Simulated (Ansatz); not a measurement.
The calculation used Ansatz, DFT PBE, scalar-relativistic, plane waves, PAW, and for the lanthanide a 4f-in-core norm-conserving potential. Cutoff 690 eV, Γ-centred meshes of about 0.25 Å⁻¹ or finer for metals and 0.3 Å⁻¹ for insulators (2π included), Gaussian smearing. No spin polarisation.

These are static total energies at zero pressure.

Two relaxed structures of TmB3Au:

1.

```xyz
10
Lattice="1.5908 -7.7379 0.0000 1.5908 7.7379 0.0000 0.0000 0.0000 5.1832" Properties=species:S:1:pos:R:3 pbc="T T T"
Tm    1.5908    5.7842    1.2958
Tm    1.5908   -5.7842    3.8874
B     1.5908    5.3834    3.8874
B     1.5908   -3.9023    2.1577
B     1.5908   -3.9023    0.4339
B     1.5908    3.9023    4.7493
B     1.5908    3.9023    3.0255
B     1.5908   -5.3834    1.2958
Au    1.5908   -0.8096    3.8874
Au    1.5908    0.8096    1.2958
```

2.

```xyz
5
Lattice="3.0838 0.0000 0.0000 0.0000 2.6564 3.6135 0.0000 -2.6564 3.6135" Properties=species:S:1:pos:R:3 pbc="T T T"
Tm    0.0000    0.0000    3.8504
B     1.5419    0.8527    1.5464
B     1.5419   -0.8527    1.5464
B     0.0000    0.0000    1.1681
Au    1.5419    0.0000    6.4786
```

**Question.** Which would you expect to be lower, and how large is the difference?

**Answer.** They are level within the accuracy (2 meV/atom apart, with cell 1 the lower in these runs). Cell 1 has space group Cmcm (No. 63), 12.8 Å³/atom and no gap on its mesh; cell 2 has space group Amm2 (No. 38), 11.8 Å³/atom and no gap. Counting B atoms around Au and Tm (those within 1.25 times the shortest such distance or 1.15 times the sum of covalent radii, 1.27 where that leaves under three; a plus sign parts nearer from farther groups), cell 1 has Tm 8, Au 2 and cell 2 has Tm 11, Au 2+4. Cell 1 holds B–B nets (shortest 1.71 Å); cell 2 holds B–B chains (shortest 1.71 Å). In cell 1, around Tm lie 8 B at 2.56–2.66 Å, 2 Tm at 3.18 Å and 6 Au at 3.19–3.25 Å; B on a site of symmetry m2m has 2 B at 1.71 Å, 2 Au at 2.22 Å and 2 Tm at 2.62 Å; around Au lie 2 B at 2.22 Å, 4 Au at 3.06–3.18 Å and 6 Tm at 3.19–3.25 Å; 1 more site not described. In cell 2, Tm has 11 B at 2.68–2.90 Å, 6 Au at 3.05–3.23 Å and 2 Tm at 3.08 Å; B on a site of symmetry m is surrounded by 3 B at 1.71–1.80 Å, 1 Au at 2.23 Å, 1 Au at 2.45 Å, 2 Tm at 2.71 Å and 2 Tm at 2.90 Å; Au is surrounded by 2 B at 2.23 Å, 4 B at 2.45–2.46 Å, 6 Tm at 3.05–3.23 Å and 2 Au at 3.08 Å; 1 more site not described. Both come from trial cells of a structure search.

For metals, differences of a few meV/atom aren't resolved. These runs have no spin–orbit coupling, which can matter for Au. With atoms moved at random, cell 2 came back. Cell 1 had no clear such test and can be a saddle point.

The lanthanide is trivalent by construction, without f bands, f moments or other valences.
